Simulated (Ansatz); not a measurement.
Here is the system:

PbSe (rock salt)

```yaml
crystal:
  lattice:
    - [0.00000, 3.10888, 3.10888]
    - [3.10888, 0.00000, 3.10888]
    - [3.10888, 3.10888, 0.00000]
  atoms:
    - { symbol: Se, position: [0.00000, 0.00000, 0.00000] }
    - { symbol: Pb, position: [0.50000, 0.50000, 0.50000] }
```

In this cell atom 2 (Pb, nearest neighbour Se at 3.109 Å; its periodic images, 4.4 Å or more away, move with it) is moved by s towards the nearest neighbour, unit vector (-1.000, 0.000, 0.000); all other atoms and the cell stay fixed.

Calculation: PBE (plane waves to 420 eV, PAW, scalar-relativistic; Ansatz, a quantum-chemistry and plane-wave program). k mesh 8×8×8 (Γ-centred), Fermi-Dirac smearing 0.05 eV. E stands for the smeared free energy. PbSe was relaxed with its symmetry unable to fall. Spin-orbit coupling is left out, though Pb is heavy. The zero of ΔE is the undisplaced structure.

The scan covers s from -0.310 to 0.310 Å in 11 points.

Task: Is the energy the same for equal positive and negative displacements?

Result: Even: the same for both signs. With its periodic images moving along, the atom's site symmetry in this cell is m-3m.

Task: What force acts on the atom along the line at s = -0.310 Å?

Result: 0.403 eV/Å.

Task: What is the energy change at s = 0.310 Å?

Result: 35.9 meV/cell.

(For displaced atoms, the force is minus the slope of the energy, and its curvature is a force constant, which sets phonon frequencies.)
